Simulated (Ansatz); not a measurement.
HfO₂:
```
HfO2
1.0
    5.11519     0.00000     0.00000
    0.00000     5.18079     0.00000
   -0.87204     0.00000     5.22582
Hf O
4 8
Direct
  0.27618   0.45808   0.70830
  0.72382   0.54192   0.29170
  0.72382   0.95808   0.79170
  0.27618   0.04192   0.20830
  0.44807   0.74246   0.97828
  0.55193   0.25754   0.02172
  0.55193   0.24246   0.52172
  0.44807   0.75754   0.47828
  0.06956   0.33277   0.34491
  0.93044   0.66723   0.65509
  0.93044   0.83277   0.15509
  0.06956   0.16723   0.84491
```

Relaxed with r²SCAN. Special points in fractions of this cell's reciprocal vectors: Γ (0.000, 0.000, 0.000); Z (0.000, 0.500, 0.000); D (0.000, 0.500, 0.500); B (0.000, 0.000, 0.500); A (-0.500, 0.000, 0.500); E (-0.500, 0.500, 0.500); C2 (-0.500, 0.500, 0.000); Y2 (-0.500, 0.000, 0.000).

Q: List the band energies nearest the valence-band maximum at these points for DFT-r²SCAN in the program Ansatz with PAW potentials.

A: In eV from the valence-band maximum; about four levels below and three above (degenerate sets whole), none deeper than 8.9 eV; points with the same levels are listed once.

```tsv
k	below	above
Γ	-0.54 -0.53 -0.21 0.00	5.05 5.65 5.72
Z	-0.84 -0.84 -0.46 -0.46	5.55 5.55 6.13 6.13
D	-0.93 -0.93 -0.66 -0.66	5.48 5.48 5.67 5.67
B	-0.88 -0.88 -0.50 -0.50	5.27 5.27 5.78 5.78
A	-1.00 -1.00 -0.51 -0.51	4.90 4.90 6.06 6.06
E	-1.08 -1.08 -0.75 -0.75	5.08 5.08 5.79 5.79
C2	-0.96 -0.96 -0.62 -0.62	5.27 5.27 5.79 5.79
Y2	-0.76 -0.59 -0.46 -0.09	4.60 5.65 5.75
```

Space group P2_1/c. Symmetry was held in the r²SCAN relaxation. No spin polarisation was allowed. Scalar-relativistic: spin–orbit coupling is off unless named, which matters more the heavier the elements.

Potentials: the earlier of the program's two PAW sets.
